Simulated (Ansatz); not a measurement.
## Perovskite alloy of SrTiO3 and SrZrO3 (22 of 27 Ti sites exchanged), 135 atoms

Ansatz, PAW, plane waves. PBEsol relaxation of volume and atoms (shape held) at the single k point (½, ½, ½); single points on the relaxed atoms at the Γ point alone, onto which points of the small cell's zone fold. Arrangement: quasirandom. No spin–orbit coupling unless named.

Relaxed cell: a = 12.190 Å, b = 12.190 Å, c = 12.190 Å, α = 90.00°, β = 90.00°, γ = 90.00°.

Mean bond lengths: O–Sr 2.783 Å; O–Ti 1.975 Å; O–Zr 2.078 Å.

(1) What gap lies between the top filled and the lowest empty level in the single points?

Answers

(1) HSE06 4.15 eV (68 s on NVIDIA GB200).
